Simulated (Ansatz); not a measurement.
TlBr:
```yaml
crystal:
  lattice:
    - [3.97983, 0.00000, 0.00000]
    - [0.00000, 3.97983, 0.00000]
    - [0.00000, 0.00000, 3.97983]
  atoms:
    - { symbol: Tl, position: [0.00000, 0.00000, 0.00000] }
    - { symbol: Br, position: [0.50000, 0.50000, 0.50000] }
```

Relaxed with PBE+D3(BJ).

Problem. Give the Bader charges and basin volumes of the independent atoms, PBE+D3(BJ) in the plane-wave PAW code Ansatz.

Solution. 

```tsv
atom	Bader charge (e)	Bader volume (Å³)
Tl1	+0.65	29.6
Br2	-0.65	33.4
```

Space group Pm-3m (CsCl type). The cell was relaxed with PBE+D3(BJ) under the symmetry of its start. Spin–orbit coupling is left out wherever it is not named.

Potentials: the later of the program's two PAW sets.
